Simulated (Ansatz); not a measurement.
Y₂CI₂ in space group P-3m1 (No. 164; Y on 2d, C on 1a, I on 2d), DFT-r²SCAN+D4 in the program Ansatz with PAW potentials. The conduction-band minimum lies at M, with 3 equivalent valleys. Second derivatives d²E/dk² of the lowest band at one valley (eV·Å²), along Cartesian directions:

```csv
direction,d²E/dk²
[100],35.34
[010],8.921
[001],3.617
[110],22.16
[101],19.51
[011],3.389
```

Question: Find the principal effective masses, the density-of-states mass and the conductivity mass.

Answer: Off-diagonal terms follow from H_xy = H[110] − (H_xx + H_yy)/2, and m*/mₑ = 7.620 eV·Å² over each eigenvalue: 0.22, 0.75, 3.2. One valley's DOS mass (m₁m₂m₃)^(1/3) = 0.81, conductivity mass 3/(Σ 1/mᵢ) = 0.48 mₑ.

Question: What effective density of states Nc follows at 300 K for parabolic valleys?

Answer: Nc = 2.509e19 × 3 × (0.81)^(3/2) ≈ 5.5e19 cm⁻³.

The first step of the workflow began from a Materials Project structure, measured or hypothetical; the Crystallography Open Database copy checked does not list it. Whether it is the stable phase at ambient conditions was not checked. Symmetry was held in the r²SCAN+D4 relaxation; whether a distortion lowers the energy is not shown. The run is not spin-polarised. Spin–orbit coupling is left out wherever it is not named.

Potentials: the later of the program's two PAW sets.

Edges and masses are those of Kohn–Sham bands, whose gap is no quasiparticle gap.
